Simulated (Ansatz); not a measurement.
Relaxed-ion elastic tensor of NaH (rock salt, Fm-3m) in GPa (Voigt order), the program Ansatz at the PBEsol level (PAW); density 1.45 g/cm³, 13.75 Å³ per atom.

```
      1     2     3     4     5     6
-  ----  ----  ----  ----  ----  ----
1  47.4  12.3  12.3   0.0   0.0   0.0
2  12.3  47.4  12.3   0.0   0.0   0.0
3  12.3  12.3  47.4   0.0   0.0   0.0
4   0.0   0.0   0.0  22.4   0.0   0.0
5   0.0   0.0   0.0   0.0  22.4   0.0
6   0.0   0.0   0.0   0.0   0.0  22.4
```

Q: Is the crystal mechanically stable?

A: Yes: the smallest eigenvalue of C is 22.4 GPa.

Q: Work out the Voigt, Reuss and Hill averages.

A: K_V = 24.0, K_R = 24.0, K_H = 24.0; G_V = 20.5, G_R = 20.2, G_H = 20.3 GPa.

Q: Give Young's modulus, Poisson's ratio, Pugh's ratio and the universal anisotropy index.

A: E = 9KG/(3K + G) = 47.6 GPa; ν = 0.17; K/G = 1.18 (brittle by the Pugh limit of 1.75); A_U = 5G_V/G_R + K_V/K_R − 6 = 0.07.

Q: Estimate the sound speeds and the Debye temperature.

A: v_l = √((K + 4G/3)/ρ) = 5940 m/s, v_t = √(G/ρ) = 3750 m/s, mean 4120 m/s; Θ = (h/k)(3n/4πV)^(1/3) v_m = 512 K.

Q: Give the Zener ratio and Young's modulus along [100], [110] and [111].

A: A = 2C44/(C11 − C12) = 1.28; 1/E = S11 − 2(S11 − S12 − S44/2)Γ with Γ = 0, 1/4, 1/3 gives 42.3, 48.7, 51.3 GPa.

Q: Solve the Christoffel equation for the three sound speeds along [100], [110], [111].

A: Eigenvalues of C_ijkl n_j n_l equal ρv². In km/s, slowest first: [100] 3.93, 3.93, 5.72; [110] 3.48, 3.93, 6.01; [111] 3.64, 3.64, 6.10.

The PBEsol relaxation kept the symmetry of its start; of distortions, only those at the zone centre were tested.

Potentials: the later of the program's two PAW sets.
